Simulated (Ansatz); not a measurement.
Input file for Ansatz (an electronic-structure program):

Ansatz 0.2 input:
```yaml
crystal:
  lattice:
    - [0.0, 7.3438997228, 7.3438997228]
    - [7.3438997228, 0.0, 7.3438997228]
    - [7.3438997228, 7.3438997228, 0.0]
  atoms:
    - { symbol: Si, position: [0.5, 0.5, 0.5] }
    - { symbol: Si, position: [0.75, 0.75, 0.75] }
    - { symbol: Si, position: [0.3895086322, 0.3895086322, 0.3895086322] }
    - { symbol: Si, position: [0.4185258967, 0.8604913678, 0.8604913678] }
    - { symbol: Si, position: [0.3895086322, 0.3895086322, 0.8314741033] }
    - { symbol: Si, position: [0.8604913678, 0.4185258967, 0.8604913678] }
    - { symbol: Si, position: [0.8314741033, 0.3895086322, 0.3895086322] }
    - { symbol: Si, position: [0.8604913678, 0.8604913678, 0.8604913678] }
    - { symbol: Si, position: [0.3895086322, 0.8314741033, 0.3895086322] }
    - { symbol: Si, position: [0.8604913678, 0.8604913678, 0.4185258967] }
    - { symbol: Si, position: [0.3643526714, 0.753240047, 0.753240047] }
    - { symbol: Si, position: [0.1208327653, 0.496759953, 0.8856473286] }
    - { symbol: Si, position: [0.753240047, 0.3643526714, 0.1291672347] }
    - { symbol: Si, position: [0.496759953, 0.1208327653, 0.496759953] }
    - { symbol: Si, position: [0.1291672347, 0.753240047, 0.753240047] }
    - { symbol: Si, position: [0.496759953, 0.8856473286, 0.496759953] }
    - { symbol: Si, position: [0.753240047, 0.1291672347, 0.3643526714] }
    - { symbol: Si, position: [0.8856473286, 0.496759953, 0.1208327653] }
    - { symbol: Si, position: [0.753240047, 0.3643526714, 0.753240047] }
    - { symbol: Si, position: [0.8856473286, 0.1208327653, 0.496759953] }
    - { symbol: Si, position: [0.1291672347, 0.753240047, 0.3643526714] }
    - { symbol: Si, position: [0.496759953, 0.496759953, 0.1208327653] }
    - { symbol: Si, position: [0.753240047, 0.1291672347, 0.753240047] }
    - { symbol: Si, position: [0.496759953, 0.496759953, 0.8856473286] }
    - { symbol: Si, position: [0.3643526714, 0.753240047, 0.1291672347] }
    - { symbol: Si, position: [0.1208327653, 0.8856473286, 0.496759953] }
    - { symbol: Si, position: [0.753240047, 0.753240047, 0.3643526714] }
    - { symbol: Si, position: [0.496759953, 0.8856473286, 0.1208327653] }
    - { symbol: Si, position: [0.3643526714, 0.1291672347, 0.753240047] }
    - { symbol: Si, position: [0.1208327653, 0.496759953, 0.496759953] }
    - { symbol: Si, position: [0.753240047, 0.753240047, 0.1291672347] }
    - { symbol: Si, position: [0.8856473286, 0.496759953, 0.496759953] }
    - { symbol: Si, position: [0.1291672347, 0.3643526714, 0.753240047] }
    - { symbol: Si, position: [0.496759953, 0.1208327653, 0.8856473286] }
kpoints:
  mp_grid: { grid: [4, 4, 4] }
hamiltonian:
  xc: r2scan
  pseudopotentials: { kind: paw }
scf:
  occupations: { method: fixed }
elastic: { mode: relaxed_ion, stencil: two_point, amplitude: 0.005, f_tol: 0.0005 }
```

Output (shortened):

```
Pseudopotential: Si, paw, valence charge 4
Functional definition: r2SCAN
Crystal: 34 atoms, lattice volume = 792.155 Å³
Basis set: ecut = 500 eV, 20107 PW (Γ), exchange–correlation on 320×320×320 points (64 copies of the dense FFT grid, shifted against one another)
Bands: 102, of which v1, the nominal top of the filled ones, is band 68 counted from 1 (67 counted from 0)
Symmetry: 48 space group operations
Space group: Fd-3m (ITA 227), of the structure as read, at distance tolerance 9.3e-5 Å
k-points: 8 of 64
SCF 1 converged in 13 iterations: F = -21714.924020 eV  dr2 = 2.99e-14
Crystal: 34 atoms, lattice volume = 792.155 Å³
SCF 2 converged in 2 iterations: F = -21714.924020 eV  dr2 = 5.81e-15
Crystal: 34 atoms, lattice volume = 788.194 Å³
Basis set: ecut = 500 eV, 19963 PW (Γ), exchange–correlation on 320×320×320 points (64 copies of the dense FFT grid, shifted against one another)
Symmetry: 16 space group operations
k-points: 13 of 64
SCF 3 converged in 12 iterations: F = -21714.915229 eV  dr2 = 2.59e-14
relax step   1: F+E_penalty+E_count = -21714.91522916 eV  Δ(F+E_penalty+E_count) = +0.000e0 eV  max|allowed force component| = 4.208e-2 eV/Å  Δτ_max = 0.0000 Å  (12 SCF iters, accepted)
Crystal: 34 atoms, lattice volume = 788.194 Å³
SCF 4 converged in 10 iterations: F = -21714.916663 eV  dr2 = 2.13e-14
relax step   2: F+E_penalty+E_count = -21714.91666345 eV  Δ(F+E_penalty+E_count) = -1.434e-3 eV  max|allowed force component| = 1.287e-2 eV/Å  Δτ_max = 0.0027 Å  (10 SCF iters, accepted)
Crystal: 34 atoms, lattice volume = 788.194 Å³
SCF 5 converged in 10 iterations: F = -21714.916697 eV  dr2 = 8.65e-14
relax step   3: F+E_penalty+E_count = -21714.91669741 eV  Δ(F+E_penalty+E_count) = -3.397e-5 eV  max|allowed force component| = 5.842e-3 eV/Å  Δτ_max = 0.0061 Å  (10 SCF iters, accepted)
Crystal: 34 atoms, lattice volume = 788.194 Å³
SCF 6 converged in 10 iterations: F = -21714.916856 eV  dr2 = 2.92e-14
relax step   4: F+E_penalty+E_count = -21714.91685637 eV  Δ(F+E_penalty+E_count) = -1.590e-4 eV  max|allowed force component| = 3.148e-4 eV/Å  Δτ_max = 0.0035 Å  (10 SCF iters, accepted)
Crystal: 34 atoms, lattice volume = 788.194 Å³
SCF 7 converged in 2 iterations: F = -21714.916856 eV  dr2 = 1.46e-14
Crystal: 34 atoms, lattice volume = 796.116 Å³
Basis set: ecut = 500 eV, 20139 PW (Γ), exchange–correlation on 320×320×320 points (64 copies of the dense FFT grid, shifted against one another)
SCF 8 converged in 12 iterations: F = -21714.915428 eV  dr2 = 3.98e-14
relax step   1: F+E_penalty+E_count = -21714.91542795 eV  Δ(F+E_penalty+E_count) = +0.000e0 eV  max|allowed force component| = 4.141e-2 eV/Å  Δτ_max = 0.0000 Å  (12 SCF iters, accepted)
Crystal: 34 atoms, lattice volume = 796.116 Å³
SCF 9 converged in 10 iterations: F = -21714.916991 eV  dr2 = 4.54e-14
relax step   2: F+E_penalty+E_count = -21714.91699131 eV  Δ(F+E_penalty+E_count) = -1.563e-3 eV  max|allowed force component| = 2.610e-3 eV/Å  Δτ_max = 0.0045 Å  (10 SCF iters, accepted)
Crystal: 34 atoms, lattice volume = 796.116 Å³
SCF 10 converged in 9 iterations: F = -21714.916995 eV  dr2 = 6.96e-15
relax step   3: F+E_penalty+E_count = -21714.91699526 eV  Δ(F+E_penalty+E_count) = -3.943e-6 eV  max|allowed force component| = 7.370e-4 eV/Å  Δτ_max = 0.0004 Å  (9 SCF iters, accepted)
Crystal: 34 atoms, lattice volume = 796.116 Å³
SCF 11 converged in 7 iterations: F = -21714.916997 eV  dr2 = 5.40e-14
relax step   4: F+E_penalty+E_count = -21714.91699706 eV  Δ(F+E_penalty+E_count) = -1.805e-6 eV  max|allowed force component| = 6.686e-5 eV/Å  Δτ_max = 0.0003 Å  (7 SCF iters, accepted)
Crystal: 34 atoms, lattice volume = 796.116 Å³
SCF 12 converged in 2 iterations: F = -21714.916997 eV  dr2 = 2.19e-14
Crystal: 34 atoms, lattice volume = 792.150 Å³
Basis set: ecut = 500 eV, 20067 PW (Γ), exchange–correlation on 320×320×320 points (64 copies of the dense FFT grid, shifted against one another)
Symmetry: 8 space group operations
k-points: 18 of 64
SCF 13 converged in 13 iterations: F = -21714.919124 eV  dr2 = 1.17e-14
relax step   1: F+E_penalty+E_count = -21714.91912381 eV  Δ(F+E_penalty+E_count) = +0.000e0 eV  max|allowed force component| = 4.573e-2 eV/Å  Δτ_max = 0.0000 Å  (13 SCF iters, accepted)
Crystal: 34 atoms, lattice volume = 792.150 Å³
SCF 14 converged in 10 iterations: F = -21714.920966 eV  dr2 = 3.83e-14
relax step   2: F+E_penalty+E_count = -21714.92096621 eV  Δ(F+E_penalty+E_count) = -1.842e-3 eV  max|allowed force component| = 1.788e-2 eV/Å  Δτ_max = 0.0075 Å  (10 SCF iters, accepted)
Crystal: 34 atoms, lattice volume = 792.150 Å³
SCF 15 converged in 10 iterations: F = -21714.921144 eV  dr2 = 3.09e-14
relax step   3: F+E_penalty+E_count = -21714.92114352 eV  Δ(F+E_penalty+E_count) = -1.773e-4 eV  max|allowed force component| = 1.216e-2 eV/Å  Δτ_max = 0.0044 Å  (10 SCF iters, accepted)
Crystal: 34 atoms, lattice volume = 792.150 Å³
SCF 16 converged in 10 iterations: F = -21714.921199 eV  dr2 = 1.49e-14
relax step   4: F+E_penalty+E_count = -21714.92119887 eV  Δ(F+E_penalty+E_count) = -5.535e-5 eV  max|allowed force component| = 1.511e-3 eV/Å  Δτ_max = 0.0035 Å  (10 SCF iters, accepted)
Crystal: 34 atoms, lattice volume = 792.150 Å³
SCF 17 converged in 8 iterations: F = -21714.921200 eV  dr2 = 7.17e-15
relax step   5: F+E_penalty+E_count = -21714.92119985 eV  Δ(F+E_penalty+E_count) = -9.769e-7 eV  max|allowed force component| = 3.176e-4 eV/Å  Δτ_max = 0.0003 Å  (8 SCF iters, accepted)
Crystal: 34 atoms, lattice volume = 792.150 Å³
SCF 18 converged in 2 iterations: F = -21714.921200 eV  dr2 = 4.10e-15
Crystal: 34 atoms, lattice volume = 792.150 Å³
SCF 19 converged in 13 iterations: F = -21714.919124 eV  dr2 = 1.16e-14
relax step   1: F+E_penalty+E_count = -21714.91912381 eV  Δ(F+E_penalty+E_count) = +0.000e0 eV  max|allowed force component| = 4.573e-2 eV/Å  Δτ_max = 0.0000 Å  (13 SCF iters, accepted)
Crystal: 34 atoms, lattice volume = 792.150 Å³
SCF 20 converged in 10 iterations: F = -21714.921136 eV  dr2 = 7.93e-14
relax step   2: F+E_penalty+E_count = -21714.92113626 eV  Δ(F+E_penalty+E_count) = -2.012e-3 eV  max|allowed force component| = 4.513e-3 eV/Å  Δτ_max = 0.0052 Å  (10 SCF iters, accepted)
Crystal: 34 atoms, lattice volume = 792.150 Å³
SCF 21 converged in 9 iterations: F = -21714.921186 eV  dr2 = 2.54e-14
relax step   3: F+E_penalty+E_count = -21714.92118571 eV  Δ(F+E_penalty+E_count) = -4.945e-5 eV  max|allowed force component| = 2.088e-3 eV/Å  Δτ_max = 0.0010 Å  (9 SCF iters, accepted)
Crystal: 34 atoms, lattice volume = 792.150 Å³
SCF 22 converged in 9 iterations: F = -21714.921200 eV  dr2 = 4.30e-14
relax step   4: F+E_penalty+E_count = -21714.92119994 eV  Δ(F+E_penalty+E_count) = -1.423e-5 eV  max|allowed force component| = 4.000e-4 eV/Å  Δτ_max = 0.0009 Å  (9 SCF iters, accepted)
Crystal: 34 atoms, lattice volume = 792.150 Å³
SCF 23 converged in 2 iterations: F = -21714.921200 eV  dr2 = 1.78e-14
SCF converged after 2 iterations
Free energy (F): -21714.924020 eV
Harris-Foulkes:  -21714.924020 eV  (|F-HF|=7.28e-12)
Internal energy: -21714.924020 eV  (E = F + TS)
E sigma→0 (E₀):  -21714.924020 eV
Fermi energy:    4.383053 eV
--- Per-component energies (eV) ---
  E_band       = -70.490073
  E_kinetic    = 1364.597232
  E_local      = -2176.527466  (includes V_loc(G=0)·N_el)
  E_nonlocal   = 848.538423
  E_hartree    = 794.925074
  E_xc         = -1743.797313
  E_vxc        = -1683.376701  (∫ρ·V_xc dr)
  E_paw        = -17659.664089  (= ΣΔE_a)
  E_vpaw       = -81.168349  (= ΣTr[D̂ρ^β])
  E_aug_tail   = 0.000152  (compensation charges beyond the density's cutoff)
  E_vtau       = 67.596487  (kinetic-family band-sum trace: ∫τ·v_τ [+ j·A + Jᵃ·Aᵃ] dr)
  E_ewald      = -3140.397311
  E_core_change = -2.598721  (= ΣΔE_core)
  E_smearing   =  0.000000  (= −TS)
  E_closure    = 0.000000  (closes the sum)
  Σ components = -21714.924020   (vs F -21714.924020, Δ=0.00e0)
--- Forces (eV/Å), atoms counted from 1 ---
  atom   1  Si     0.00000000     0.00000000     0.00000000
  atom   2  Si     0.00000000     0.00000000     0.00000000
  atom   3  Si     0.00006053     0.00006053     0.00006053
  atom   4  Si    -0.00006053     0.00006053     0.00006053
  atom   5  Si    -0.00006053    -0.00006053     0.00006053
  atom   6  Si     0.00006053    -0.00006053     0.00006053
  atom   7  Si     0.00006053    -0.00006053    -0.00006053
  atom   8  Si    -0.00006053    -0.00006053    -0.00006053
  atom   9  Si    -0.00006053     0.00006053    -0.00006053
  atom  10  Si     0.00006053     0.00006053    -0.00006053
  atom  11  Si     0.00018258     0.00045618     0.00045618
  atom  12  Si    -0.00045618     0.00018258     0.00045618
  atom  13  Si    -0.00018258    -0.00045618     0.00045618
  atom  14  Si     0.00045618    -0.00018258     0.00045618
  atom  15  Si     0.00018258    -0.00045618    -0.00045618
  atom  16  Si    -0.00045618    -0.00018258    -0.00045618
  atom  17  Si    -0.00018258     0.00045618    -0.00045618
  atom  18  Si     0.00045618     0.00018258    -0.00045618
  atom  19  Si     0.00045618     0.00018258     0.00045618
  atom  20  Si     0.00045618    -0.00045618     0.00018258
  atom  21  Si     0.00045618    -0.00018258    -0.00045618
  atom  22  Si     0.00045618     0.00045618    -0.00018258
  atom  23  Si    -0.00045618     0.00018258    -0.00045618
  atom  24  Si    -0.00045618    -0.00045618    -0.00018258
  atom  25  Si    -0.00045618    -0.00018258     0.00045618
  atom  26  Si    -0.00045618     0.00045618     0.00018258
  atom  27  Si     0.00045618     0.00045618     0.00018258
  atom  28  Si     0.00018258     0.00045618    -0.00045618
  atom  29  Si    -0.00045618     0.00045618    -0.00018258
  atom  30  Si    -0.00018258     0.00045618     0.00045618
  atom  31  Si    -0.00045618    -0.00045618     0.00018258
  atom  32  Si    -0.00018258    -0.00045618    -0.00045618
  atom  33  Si     0.00045618    -0.00045618    -0.00018258
  atom  34  Si     0.00018258    -0.00045618     0.00045618
  max |Σ_I F_I| component: 3.72e-17 eV/Å
--- Stress (GPa, compression-positive) ---
        0.001717       0.000000       0.000000
        0.000000       0.001717       0.000000
        0.000000       0.000000       0.001717
  P = ⅓ Tr σ = 0.0017 GPa (0.017 kbar)
--- Band table (eV; the first three rows and the last of 8) ---
  k-point 0: bands = ["-7.8791", "-6.5600", "-6.5600", "-6.5600", "-6.1054", "-6.1054", "-6.1054", "-5.8910", "-5.8910", "-5.2413", "-4.9988", "-4.9988", "-4.9988", "-3.8010", "-3.8010", "-3.8010", "-3.2038", "-3.2038", "-3.0501", "-2.6124", "-1.8392", …
  k-point 1: bands = ["-7.7779", "-6.9325", "-6.5881", "-6.5881", "-6.2457", "-6.2457", "-6.0023", "-5.6594", "-5.6594", "-5.1121", "-4.8293", "-4.8293", "-4.7174", "-4.1504", "-4.1504", "-3.7854", "-3.1443", "-2.9841", "-2.9841", "-2.5784", "-2.5784", …
  k-point 2: bands = ["-7.5744", "-7.3012", "-6.6010", "-6.6010", "-6.3533", "-6.3533", "-5.9653", "-5.1944", "-5.1944", "-5.1474", "-5.1474", "-5.1279", "-4.0677", "-3.8756", "-3.8756", "-3.7691", "-3.5866", "-3.5866", "-3.5439", "-2.5113", "-2.5113", …
  k-point 7: bands = ["-7.3120", "-7.3120", "-7.0091", "-7.0091", "-5.9798", "-5.9798", "-5.9011", "-5.9011", "-4.8993", "-4.8993", "-4.8622", "-4.8622", "-4.3001", "-4.3001", "-3.8287", "-3.8287", "-3.6317", "-3.6317", "-3.0341", "-3.0341", "-2.5069", …
--- Elastic constants: 2 strain directions × 2 members + reference (group order 48) ---
  dense FFT box of the reference and of every strained cell: 80×80×80
  strains applied: 11, 23; error gains: componentwise 1.00 (the most a stress slope's error grows in a printed constant), spectral 1.73 (1 for all six strains …
  C = ∂σ_k/∂η_j (tension-positive GPa; Voigt order 11 22 33 23 13 12):
       115.003     42.591     42.591      0.000      0.000      0.000
        42.591    115.003     42.591      0.000      0.000      0.000
        42.591     42.591    115.003      0.000      0.000      0.000
         0.000      0.000      0.000     45.858      0.000      0.000
         0.000      0.000      0.000      0.000     45.858      0.000
         0.000      0.000      0.000      0.000      0.000     45.858
  reference stress σ⁰ (GPa):     -0.002     -0.002     -0.002      0.000      0.000      0.000
  moduli (Voigt/Reuss/Hill, GPa): K = 66.73/66.73/66.73   G = 42.00/41.44/41.72   E = 103.57   ν = 0.241
  mechanically stable: yes (min eigenvalue of sym C = 45.86 GPa)
  strain η (Voigt 11):  stress-route row diagonal C_11 = 115.00 GPa, energy-path curvature d²(F+E_count+ΔE)/dδ²/Ω₀ = 115.01 GPa
         δ    σ_11 (GPa)             F (eV)   n_scf  n_hpsi   n_pw
    -5.000e-3      -0.5792      -21714.9168564       2    9492  20062   relax 4 steps, max|allowed force component| 3.15e-4 eV/Å
     5.000e-3       0.5708      -21714.9169971       2    9494  20236   relax 4 steps, max|allowed force component| 6.69e-5 eV/Å
  strain η (Voigt 23):  stress-route row diagonal C_44 = 45.86 GPa, energy-path curvature d²(F+E_count+ΔE)/dδ²/Ω₀ = 45.86 GPa
         δ    σ_23 (GPa)             F (eV)   n_scf  n_hpsi   n_pw
    -5.000e-3      -0.2293      -21714.9211998       2   13158  20142   relax 5 steps, max|allowed force component| 3.18e-4 eV/Å
     5.000e-3       0.2293      -21714.9211999       2   13146  20142   relax 4 steps, max|allowed force component| 4.00e-4 eV/Å
```

Cost: very roughly 30 core-minutes on shared cores.

The first step of the workflow began from a Materials Project structure, measured or hypothetical. Its sites differ from those of the usual phase in this space group: another stacking or structure type. Symmetry was held in the r²SCAN relaxation; whether a distortion lowers the energy is not shown.

Potentials: the later of the program's two PAW sets.

Ansatz is a plane-wave DFT program.
